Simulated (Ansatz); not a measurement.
CH in its lowest state found on the top face of a (001) slab of Au (P6_3/mmc (No. 194)), 4 planes, outer planes Au (top) and Au (bottom); 1 a cell of 7.11 Å², its atoms last:

```yaml
crystal:
  lattice:
    - [2.86519, 0.00000, 0.00000]
    - [-1.43260, 2.48133, 0.00000]
    - [0.00000, 0.00000, 27.28587]
  atoms:
    - { symbol: Au, position: [0.33333, 0.66667, 0.31152] }
    - { symbol: Au, position: [0.66667, 0.33333, 0.39930] }
    - { symbol: Au, position: [0.33333, 0.66667, 0.48694] }
    - { symbol: Au, position: [0.66667, 0.33333, 0.57434] }
    - { symbol: C, position: [0.00000, 0.00000, 0.61776] }
    - { symbol: H, position: [0.00000, 0.00000, 0.65808] }
```

All numbers below come from DFT PBEsol, scalar-relativistic, plane waves, PAW in Ansatz. Cutoff 420 eV; k points 12×12×1 on the computed 6-atom cell (Γ-centred); Gaussian smearing, width 0.10 eV; no spin polarisation. The cell repeats along c with a dipole correction in the vacuum.

The clean top face has a work function of 5.24 eV. Adsorption changes the slab's dipole along +c by Δp = +0.1242 e·Å a cell (+0.60 D an adsorbate).

Question: What change of work function does the Helmholtz equation give?

Answer: A sheet of dipoles makes a step in an electron's potential energy of −e·Δp/(ε0·A), and e/ε0 = 180.95 eV·Å for Δp in e·Å: −180.95 × (0.1242)/7.11 = -3.16 eV. This is the change of φ(top) − φ(bottom). If the bottom face is unmoved, φ(top) becomes 2.08 eV.

Question: How does that compare with the calculation?

Answer: φ(top) changes by -2.97 eV and φ(bottom) by +0.19 eV, so their difference changes by -3.16 eV. The slab is thin enough for the adsorbate to shift the Fermi level against the bottom face too.

Question: What does the sign say about the electrons?

Answer: The change of dipole points out of the surface, so the work function falls. The molecule's own dipole can set this sign. Δp also holds the adsorbate's own dipole and the moves of the surface atoms, so it isn't a charge transfer alone.

Spin-orbit coupling is left out, which matters for the bands of heavy elements.

The reference crystal is a form of Au, which isn't its usual structure.